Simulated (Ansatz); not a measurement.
## Birefringent crystals for wave plates and polarisers

A comparison from first-principles data. A wave plate or polarising prism needs a large difference between the ordinary and extraordinary index, and a gap wide enough to pass the light.

The reference row is LiNbO3. Wavelength 1550 nm, with the indices taken from ε∞; only gaps 0.6 eV or more above the photon energy were drawn.

### Data

Where the numbers come from (Ansatz, a plane-wave PAW program): ε∞ across c, ε∞ along c: r²SCAN, linear response; gap: HSE06, on its own or a semilocal cell. Cells of the HSE06 gaps: its own cell for 4H-CdS, 4H-ZnS, 4H-ZnO, LiNbO3; the r²SCAN cell for β-Si3N4.

Working rules: n_o = √(ε∞ across c); n_e = √(ε∞ along c); Δn = n_e − n_o; zero-order plate = λ/(4|Δn|).

| crystal | ε∞ across c | ε∞ along c | E_g (eV) | n_o | n_e | Δn | quarter-wave plate (μm) |
|---|---|---|---|---|---|---|---|
| 4H-CdS | 5.440 | 5.471 | 2.14 | 2.3324 | 2.3390 | 0.0066 | 59 |
| β-Si3N4 | 3.977 | 4.059 | 5.77 | 1.9942 | 2.0147 | 0.0205 | 19 |
| 4H-ZnS | 5.391 | 5.448 | 3.32 | 2.3219 | 2.3341 | 0.0122 | 32 |
| 4H-ZnO | 4.433 | 4.465 | 2.44 | 2.1055 | 2.1131 | 0.0076 | 51 |
| LiNbO3, reference | 4.985 | 4.732 | 5.13 | 2.2327 | 2.1753 | −0.0574 | 6.8 |

Model phases, started by placing the elements on a structure type or from a typed cell, with no claim that they are known: 4H-CdS; 4H-ZnO. Spin–orbit coupling is left out unless named; it moves the gap of 4H-CdS, LiNbO3 by under 0.05 eV.

### Worked example

The steps for 4H-CdS:

- n_o = √5.440 = 2.3324
- n_e = √5.471 = 2.3390
- Δn = 2.3390 − 2.3324 = 0.0066
- plate thickness: 1550 nm/(4 × |0.0066|) = 59 μm

### Result

By plate thickness (thinnest first): LiNbO3 (6.8 ± 1.1), β-Si3N4 (19 ± 6.7) ≈ 4H-ZnS (32 ± 21) ≈ 4H-ZnO (51 ± 50) ≈ 4H-CdS (59 ± 73). The ± follows from allowances picked for this note (ε∞ across c 0.5 %, ε∞ along c 0.5 %, 8 % for the model), carried to first order and added in quadrature; ≈ joins neighbours closer than their two ± added in quadrature. 0 of the 4 others clearly beat the reference on this figure.

Positive uniaxial (n_e over n_o): 4H-CdS, β-Si3N4, 4H-ZnS, 4H-ZnO. Negative: LiNbO3.

### Caveats

ε∞ is the long-wavelength electronic value; dispersion raises indices towards the gap. A plate needs the c axis in its plane, while layered crystals cleave across c. Where several phases of a formula are at hand, those over 0.1 eV/atom above the lowest were not drawn (by r²SCAN where it compared them, else by the largest value; a layered or molecular lowest phase counts only with a dispersion term); other phases could lie lower still. Crystals of Pb, Bi, Tl or Hg, those whose gap spin–orbit coupling moves by over 0.3 eV, and those of Te, I or Sb with no such test at hand were not drawn. The rows are a sample and no shortlist: familiar crystals first, some related and some not, whatever their agreement with measurement; tables with many equal figures were not kept. Limits of the draw: |Δn| over 0.006; no unfamiliar magnets, and cubic perovskites only if shown or known to be stable. As a rule kept out of such tables: 4f compounds, open-shell compounds run without a Hubbard term, cells found unstable in the tests at hand, cells close to a higher symmetry, and runs set to a pressure or over 12 % in volume from the crystal's fullest run.
